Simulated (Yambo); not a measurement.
**How GW settings move the gap: BaMg$_{2}$Sb$_{2}$**

G0W0@LDA for BaMg2Sb2 (space group P-3m1, No. 164) in Yambo. Reference settings: 3×3×1 Γ-centred k mesh, bands 9 to 236 and a 7 Ry block in the screening, 236 bands in G with the Bruneval-Gonze terminator, plasmon pole fitted at 27.2 eV. The LDA gap Γ → (0, 0.333, 0) on this mesh is 1.08 eV; G0W0 gaps are taken between the same points.

```json
[
 {"change from the reference": "reference settings", "G0W0 gap Γ → (0, 0.333, 0) (eV)": "1.93", "shift of the valence edge (eV)": "-0.67", "rough Yambo cost": "1"},
 {"change from the reference": "exchange cut at 10 Ry", "G0W0 gap Γ → (0, 0.333, 0) (eV)": "1.94", "shift of the valence edge (eV)": "-0.54", "rough Yambo cost": "–"},
 {"change from the reference": "60 bands in W, 60 bands in G, 2 Ry block", "G0W0 gap Γ → (0, 0.333, 0) (eV)": "1.79", "shift of the valence edge (eV)": "0.03", "rough Yambo cost": "about 1/6"},
 {"change from the reference": "60 bands in W, 60 bands in G, 6 Ry block", "G0W0 gap Γ → (0, 0.333, 0) (eV)": "1.88", "shift of the valence edge (eV)": "-0.06", "rough Yambo cost": "about 1/5"},
 {"change from the reference": "91 bands in W, 91 bands in G, 2 Ry block", "G0W0 gap Γ → (0, 0.333, 0) (eV)": "1.69", "shift of the valence edge (eV)": "-0.17", "rough Yambo cost": "about 1/4"},
 {"change from the reference": "91 bands in W, 91 bands in G, 4 Ry block", "G0W0 gap Γ → (0, 0.333, 0) (eV)": "1.81", "shift of the valence edge (eV)": "-0.30", "rough Yambo cost": "about 1/4"},
 {"change from the reference": "91 bands in W, 91 bands in G, 6 Ry block", "G0W0 gap Γ → (0, 0.333, 0) (eV)": "1.85", "shift of the valence edge (eV)": "-0.34", "rough Yambo cost": "about 1/3"},
 {"change from the reference": "132 bands in W, 132 bands in G, 2 Ry block", "G0W0 gap Γ → (0, 0.333, 0) (eV)": "1.66", "shift of the valence edge (eV)": "-0.25", "rough Yambo cost": "about 1/3"},
 {"change from the reference": "132 bands in W, 132 bands in G, 4 Ry block", "G0W0 gap Γ → (0, 0.333, 0) (eV)": "1.81", "shift of the valence edge (eV)": "-0.44", "rough Yambo cost": "about 1/3"},
 {"change from the reference": "183 bands in W, 183 bands in G, 2 Ry block", "G0W0 gap Γ → (0, 0.333, 0) (eV)": "1.66", "shift of the valence edge (eV)": "-0.29", "rough Yambo cost": "about 1/2"},
 {"change from the reference": "3 Ry block", "G0W0 gap Γ → (0, 0.333, 0) (eV)": "1.77", "shift of the valence edge (eV)": "-0.48", "rough Yambo cost": "within a factor of two"},
 {"change from the reference": "60 bands in W, 60 bands in G, no terminator", "G0W0 gap Γ → (0, 0.333, 0) (eV)": "1.78", "shift of the valence edge (eV)": "0.24", "rough Yambo cost": "about 1/6"},
 {"change from the reference": "91 bands in W, 91 bands in G, 3 Ry block, no terminator", "G0W0 gap Γ → (0, 0.333, 0) (eV)": "1.74", "shift of the valence edge (eV)": "-0.11", "rough Yambo cost": "about 1/4"},
 {"change from the reference": "132 bands in W, 132 bands in G, no terminator", "G0W0 gap Γ → (0, 0.333, 0) (eV)": "1.82", "shift of the valence edge (eV)": "-0.36", "rough Yambo cost": "about 1/2"},
 {"change from the reference": "no terminator", "G0W0 gap Γ → (0, 0.333, 0) (eV)": "1.91", "shift of the valence edge (eV)": "-0.60", "rough Yambo cost": "within a factor of two"}
]
```

The reference isn't shown to be the converged limit. Costs are rough (shared machines), scaled to the same edge states, and given only for runs that recompute the screening. The mesh misses a band edge: along a dense path the LDA gap is 0.83 eV against 1.08 eV on the mesh.

Without spin-orbit coupling, band edges of such heavy elements can be off by tenths of an eV.

The standard potential for Sb keeps a d shell in the valence without the s and p states of that shell. In tests on such compounds this moved G0W0 gaps by up to about 0.9 eV, so absolute quasiparticle energies here are unreliable; differences between settings are what counts.

Geometry of the Materials Project entry, not relaxed at this level; primitive cell a = b = 4.799 Å, c = 8.206 Å, α = β = 90.00°, γ = 120.00°.

A shift is the quasiparticle energy of the state minus its LDA energy.
